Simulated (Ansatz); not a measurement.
# Relaxing HfAu2

The calculation used Ansatz, DFT PBEsol, scalar-relativistic, plane waves, PAW. Settings: 420 eV cutoff, 10×10×4 k-mesh, Gaussian smearing of 0.10 eV, no spin polarisation.

What was changed: uniaxial strain along c, with a, b and atoms relaxed: +4.0 %.

Spin–orbit coupling is left out, which can shift energies with elements as heavy as these.

Input:

```yaml
crystal:
  lattice:
    - [3.4897557177, 0.0, 0.0]
    - [0.0, 3.4897557177, 0.0]
    - [0.0, 0.0, 9.017453305]
  atoms:
    - { symbol: Hf, position: [0.0, 0.0, 0.0] }
    - { symbol: Hf, position: [0.5, 0.5, 0.5] }
    - { symbol: Au, position: [0.5, 0.5, 0.1680038158] }
    - { symbol: Au, position: [0.0, 0.0, 0.3319961842] }
    - { symbol: Au, position: [0.0, 0.0, 0.6680038158] }
    - { symbol: Au, position: [0.5, 0.5, 0.8319961842] }
basis:
  ecutwfc: 420
kpoints:
  mp_grid: { grid: [10, 10, 4] }
hamiltonian:
  xc: pbesol
scf:
  occupations: { method: gaussian, width: 0.1 }
output:
  forces: true
  stress: true
  eigenvalues: true
relax:
  adjacent_minimum: "off"
  f_tol: 0.008
  max_steps: 40
  cell: { stress_tol: 0.05, fix: [c, angles] }
```

F is the free energy. Steps run on the plane waves of an earlier cell, but the last one, and at times one on the way, on a freshly chosen basis, so a repeated geometry can differ a little in energy. The held parts of the cell keep their stress, so P needn't end at zero.

At step 2 the energy rises: a step can overshoot before the optimiser corrects it.

Steps:

| step | F − F(1) (eV) | largest force component (eV/Å) | V (Å³/atom) | P (GPa) |
| --- | --- | --- | --- | --- |
| 1 | 0.0000 | 0.002 | 18.303 | -3.54 |
| 2 | 0.0245 | 0.042 | 17.761 | 1.67 |
| 3 | -0.0047 | 0.003 | 18.156 | -2.23 |
| 4 | -0.0047 | 0.001 | 18.149 | -2.16 |
| 5 | -0.0044 | 0.001 | 18.149 | -2.16 |

Relaxed structure:

```yaml
crystal:
  lattice:
    - [3.47503, 0.00000, 0.00000]
    - [0.00000, 3.47503, 0.00000]
    - [0.00000, 0.00000, 9.01745]
  atoms:
    - { symbol: Hf, position: [0.00000, 0.00000, 0.00000] }
    - { symbol: Hf, position: [0.50000, 0.50000, 0.50000] }
    - { symbol: Au, position: [0.50000, 0.50000, 0.16805] }
    - { symbol: Au, position: [0.00000, 0.00000, 0.33195] }
    - { symbol: Au, position: [0.00000, 0.00000, 0.66805] }
    - { symbol: Au, position: [0.50000, 0.50000, 0.83195] }
```

It takes space group I4/mmm (No. 139, tetragonal). The conventional cell has a = 3.475 Å, b = 3.475 Å, c = 9.017 Å, α = 90.00°, β = 90.00°, γ = 90.00°. Hf (site symmetry 4/mmm) is surrounded by 10 Au at 2.89 to 2.99 Å. Au (site symmetry 4mm) has 5 Au at 2.87 to 3.03 Å and 5 Hf at 2.89 to 2.99 Å as nearest neighbours.

The run converged. The run took of the order of 70 core-seconds.